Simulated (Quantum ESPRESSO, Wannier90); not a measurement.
# CsCl (rock salt), plane waves to Wannier functions

Materials Project entry mp-573697; symmetrised, unrelaxed at this level. COD (Crystallography Open Database) has the formula in 2 space groups, this one among them (matched by group alone). Level: PBEsol, spinors with spin-orbit coupling; pw.x of Quantum ESPRESSO at 47 Ry with PseudoDojo potentials, 6×6×6 k-points, Wannier90. Density: 8×8×8 mesh, cold smearing 0.01 Ry.

On the energy scale of pw.x, whose zero is arbitrary, the valence-band maximum lies at 1.15 eV.

Input w.win:

```
num_bands = 2
num_wann = 2
exclude_bands = 1-2,5-30
spinors = true
num_iter = 800
conv_tol = 1.0e-7
conv_window = 4
write_hr = true
write_u_matrices = true
auto_projections = true
begin unit_cell_cart
ang
    0.0000000000    3.5065500000    3.5065500000
    3.5065500000    0.0000000000    3.5065500000
    3.5065500000    3.5065500000    0.0000000000
end unit_cell_cart
begin atoms_frac
Cs   0.0000000000  0.0000000000  0.0000000000
Cl   0.5000000000  0.5000000000  0.5000000000
end atoms_frac
mp_grid = 6 6 6
begin kpoints
0.0000000000 0.0000000000 0.0000000000
0.0000000000 0.0000000000 0.1666666667
0.0000000000 0.0000000000 0.3333333333
... (213 more lines: the 6x6x6 mesh through Gamma)
end kpoints
```

Input of pw2wannier90.x that gives the overlap and projection files (equivalent; here they were cut from one run over all bands):

```
&inputpp
  outdir = './out'
  prefix = 'pwscf'
  seedname = 'w'
  write_amn = .true.
  write_mmn = .true.
  atom_proj = .true.
  atom_proj_exclude = 1 2 3 4 5 6 7 8 9 10 13 14 15 16 17 18
/
```

Output w.wout (banner and timings cut):

```
                                    ------
                                    SYSTEM
                                    ------

                              Lattice Vectors (Ang)
                    a_1     0.000000   3.506550   3.506550
                    a_2     3.506550   0.000000   3.506550
                    a_3     3.506550   3.506550   0.000000

                   Unit Cell Volume:      86.23233  (Ang^3)

                        Reciprocal-Space Vectors (Ang^-1)
                    b_1    -0.895921   0.895921   0.895921
                    b_2     0.895921  -0.895921   0.895921
                    b_3     0.895921   0.895921  -0.895921

 *----------------------------------------------------------------------------*
 |   Site       Fractional Coordinate          Cartesian Coordinate (Ang)     |
 +----------------------------------------------------------------------------+
 | cs   1   0.00000   0.00000   0.00000   |    0.00000   0.00000   0.00000    |
 | cl   1   0.50000   0.50000   0.50000   |    3.50655   3.50655   3.50655    |
 *----------------------------------------------------------------------------*
                                ------------
                                K-POINT GRID
                                ------------

             Grid size =  6 x  6 x  6      Total points =  216

 *---------------------------------- MAIN ------------------------------------*
 |  Number of Wannier Functions               :                 2             |
 |  Number of Objective Wannier Functions     :                 2             |
 |  Number of input Bloch states              :                 2             |
 |  Output verbosity (1=low, 5=high)          :                 1             |
 |  Timing Level (1=low, 5=high)              :                 1             |
 |  Optimisation (0=memory, 3=speed)          :                 3             |
 |  Length Unit                               :               Ang             |
 |  Post-processing setup (write *.nnkp)      :                 F             |
 |  Using Gamma-only branch of algorithms     :                 F             |
 *----------------------------------------------------------------------------*
 *------------------------------- WANNIERISE ---------------------------------*
 |  Total number of iterations                :               800             |
 |  Number of CG steps before reset           :                 5             |
 |  Trial step length for line search         :             2.000             |
 |  Convergence tolerence                     :         0.100E-06             |
 |  Convergence window                        :                 4             |
 |  Iterations between writing output         :                 1             |
 |  Iterations between backing up to disk     :               100             |
 |  Write r^2_nm to file                      :                 F             |
 |  Write xyz WF centres to file              :                 F             |
 |  Write on-site energies <0n|H|0n> to file  :                 F             |
 |  Use guiding centre to control phases      :                 F             |
 |  Use phases for initial projections        :                 F             |
 *----------------------------------------------------------------------------*
 *-------------------------------- PLOTTING ----------------------------------*
 |  Plotting Hamiltonian in WF basis          :                 T             |
 *----------------------------------------------------------------------------*

 *---------------------------------- K-MESH ----------------------------------*
 +----------------------------------------------------------------------------+
 |                    Distance to Nearest-Neighbour Shells                    |
 |                    ------------------------------------                    |
 |          Shell             Distance (Ang^-1)          Multiplicity         |
 |          -----             -----------------          ------------         |
 |             1                   0.258630                      8            |
 |             2                   0.298640                      6            |
 |             3                   0.422341                     12            |
 |             4                   0.495239                     24            |
 |             5                   0.517260                      8            |
 |             6                   0.597281                      6            |
 |             7                   0.650872                     24            |
 |             8                   0.667780                     24            |
       ... (lines left out)
 +----------------------------------------------------------------------------+
 | The b-vectors are chosen automatically                                     |
 | The following shells are used:                       1                     |
 +----------------------------------------------------------------------------+
 |                        Shell   # Nearest-Neighbours                        |
 |                        -----   --------------------                        |
 |                          1               8                                 |
 +----------------------------------------------------------------------------+
 | Completeness relation is fully satisfied [Eq. (B1), PRB 56, 12847 (1997)]  |
 +----------------------------------------------------------------------------+
 |                  b_k Vectors (Ang^-1) and Weights (Ang^2)                  |
 |                  ----------------------------------------                  |
 |            No.         b_k(x)      b_k(y)      b_k(z)        w_b           |
 |            ---        --------------------------------     --------        |
 |             1         0.149320    0.149320   -0.149320     5.606255        |
 |             2         0.149320   -0.149320    0.149320     5.606255        |
 |             3        -0.149320    0.149320    0.149320     5.606255        |
 |             4         0.149320    0.149320    0.149320     5.606255        |
 |             5        -0.149320   -0.149320    0.149320     5.606255        |
 |             6        -0.149320    0.149320   -0.149320     5.606255        |
 |             7         0.149320   -0.149320   -0.149320     5.606255        |
 |             8        -0.149320   -0.149320   -0.149320     5.606255        |
 +----------------------------------------------------------------------------+
 |                           b_k Directions (Ang^-1)                          |
 |                           -----------------------                          |
 |            No.           x           y           z                         |
 |            ---        --------------------------------                     |
 |             1         0.149320    0.149320   -0.149320                     |
 |             2         0.149320   -0.149320    0.149320                     |
 |             3        -0.149320    0.149320    0.149320                     |
 |             4         0.149320    0.149320    0.149320                     |
 +----------------------------------------------------------------------------+

 Starting a new Wannier90 calculation ...

 Reading overlaps from w.mmn

 Reading projections from w.amn

 *------------------------------- WANNIERISE ---------------------------------*
 +--------------------------------------------------------------------+<-- CONV
 | Iter  Delta Spread     RMS Gradient      Spread (Ang^2)            |<-- CONV
 +--------------------------------------------------------------------+<-- CONV

 ------------------------------------------------------------------------------
 Initial State
  WF centre and spread    1  (  3.506550,  3.506550,  3.506550 )     0.90471845
  WF centre and spread    2  (  3.506550,  3.506550,  3.506550 )     0.90471845
  Sum of centres and spreads (  7.013100,  7.013100,  7.013100 )     1.80943690

      0     0.181E+01     0.0000000000        1.8094368717  <-- CONV
        O_D=      0.0000052 O_OD=      0.0000102 O_TOT=      1.8094369 <-- SPRD
 ------------------------------------------------------------------------------
      1    -0.622E-09     0.0000302349        1.8094368711  <-- CONV
        O_D=      0.0000052 O_OD=      0.0000102 O_TOT=      1.8094369 <-- SPRD
      2    -0.281E-10     0.0000057162        1.8094368711  <-- CONV
        O_D=      0.0000052 O_OD=      0.0000102 O_TOT=      1.8094369 <-- SPRD
      3    -0.222E-14     0.0000004273        1.8094368711  <-- CONV
        O_D=      0.0000052 O_OD=      0.0000102 O_TOT=      1.8094369 <-- SPRD
      4    -0.377E-14     0.0000004241        1.8094368711  <-- CONV
        O_D=      0.0000052 O_OD=      0.0000102 O_TOT=      1.8094369 <-- SPRD
             <<<     Delta < 1.000E-07  over  4 iterations     >>>
             <<< Wannierisation convergence criteria satisfied >>>
 Final State
  WF centre and spread    1  (  3.506550,  3.506550,  3.506550 )     0.90471845
  WF centre and spread    2  (  3.506550,  3.506550,  3.506550 )     0.90471845
  Sum of centres and spreads (  7.013100,  7.013100,  7.013100 )     1.80943690

         Spreads (Ang^2)       Omega I      =     1.809421515
        ================       Omega D      =     0.000005188
                               Omega OD     =     0.000010168
    Final Spread (Ang^2)       Omega Total  =     1.809436871
```
